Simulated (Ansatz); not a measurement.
**H₄NF — field gradients at the nuclei**

The cell is a COD entry, ions relaxed with PBE at fixed cell.

Space group P6_3mc (No. 186); a = 4.4360, c = 7.1580 Å, γ = 120.00°.

| site | Wyckoff | site symmetry | x | y | z |
| --- | --- | --- | --- | --- | --- |
| H1 | 2b | 3m. | 0.3333 | 0.6667 | 0.2273 |
| H3 | 6c | .m. | 0.4623 | 0.5377 | 0.4231 |
| N | 2b | 3m. | 0.3333 | 0.6667 | 0.3743 |
| F | 2b | 3m. | 0.3333 | 0.6667 | 0.9976 |

One atom of each set is listed.

Computed with Ansatz: DFT, PBE, plane waves and PAW, scalar-relativistic, 420 eV cutoff, Γ-centred 5×5×3 k-points, Fermi–Dirac smearing 0.02 eV.

V_zz is the principal component of the electric field gradient with the largest magnitude, η = (V_xx − V_yy)/V_zz and C_Q = eQV_zz/h.

H-2: I = 1, Q = 2.858 mb; ¹⁴N: I = 1, Q = 20.44 mb. Nuclear quadrupole moments: year-2017 set (Pyykkö).

| site | atoms | first shell | V_zz (10²¹ V/m²) | η | C_Q (MHz) |
| --- | --- | --- | --- | --- | --- |
| H1 | 2 | 1 N at 1.05 Å; also 1 F at 1.64 Å | 2.26 | 0.00 | 0.156 |
| H3 | 6 | 1 N at 1.05 Å; also 1 F at 1.66 Å | 2.31 | 0.00 | 0.160 |
| N | 2 | 4 H at 1.05 Å | -0.061 | 0.00 | -0.030 |
| F | 2 | 4 N at 2.70–2.71 Å; also 4 H at 1.64–1.66 Å | -0.023 | 0.00 | – |

An axis of threefold or higher order runs through H1, N and F, so V_zz lies along it and η is zero. At H3 V_zz points along its bond to N (within 1°).

F has no stable isotope with a ground-state quadrupole moment in the table, so no C_Q is given.

The lattice is static: at room temperature ammonium may turn and average the couplings of its hydrogen.

The relaxation (4 steps) took 8.2 s of wall time (8.1 s of CPU time) and 0.46 GiB at its peak, on 1 thread of Intel Xeon Platinum 8488C (Sapphire Rapids) (x86_64; 48 cores open to the job, memory cap 2.5 GiB, no GPU), a shared host with a load of 0.4 a core.
